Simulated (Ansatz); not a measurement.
Al2Cu:
```
Al2Cu
1.0
   -2.99841     2.99841     2.40225
    2.99841    -2.99841     2.40225
    2.99841     2.99841    -2.40225
Al Cu
4 2
Direct
  0.65935   0.15935   0.81870
  0.84065   0.65935   0.50000
  0.15935   0.34065   0.50000
  0.34065   0.84065   0.18130
  0.25000   0.25000   0.00000
  0.75000   0.75000   0.00000
```

Relaxed with r²SCAN.

Task: Map the electron localisation function on the plane through (0.841, 0.659, 0.500) spanned by u = [0, 0, 1] and v = [1, -1, 0] in lattice vectors, from r²SCAN (plane waves, PAW; program Ansatz).

Result: x is the fraction of u, y of v (the angle between them is 90°; rows are the nearest grid lines); atoms in the plane: Al at (0.00, 0.00), Al at (0.00, 0.32), Cu at (0.50, 0.41), Cu at (0.50, 0.91).
```
|0101465422122212245641010|
|0004665222356532225664000|
|0125664222589852224665210|
|3345543212367632123455433|
|2233444322222222234443322|
|3344455554433344555544433|
|5555555666555556665555555|
|8886532356666666532356888|
|9987421235666665321247899|
|7776544466666666644456777|
|5555555666655566665555555|
|2333445543222223455443332|
|2334444222223222224444332|
|2345553222589852223555432|
|1135664222599952224665311|
|1002665322233322235662001|
|1101465432222222345641011|
|1234554444555554444554321|
|7666544445566655444456667|
|9887543345566655433457889|
|9886543345566655433456889|
|2344544444555554444454432|
|0002455444333334445542000|
|0101465422122212245641010|
```
Scale: ten equal steps from -0.008 (start of '0') to 0.923 (end of '9'), in the order '0123456789'; x runs from 0.000 to 1.00, y from 0.000 (bottom) to 1.00 (top).

The density is the valence pseudo-density with augmentation charge, so density and ELF within about 1 Å of a nucleus are not all-electron values.

Space group I4/mcm. The cell was relaxed with r²SCAN under the symmetry of its start. No spin polarisation was allowed.

Potentials: the later of the program's two PAW sets.
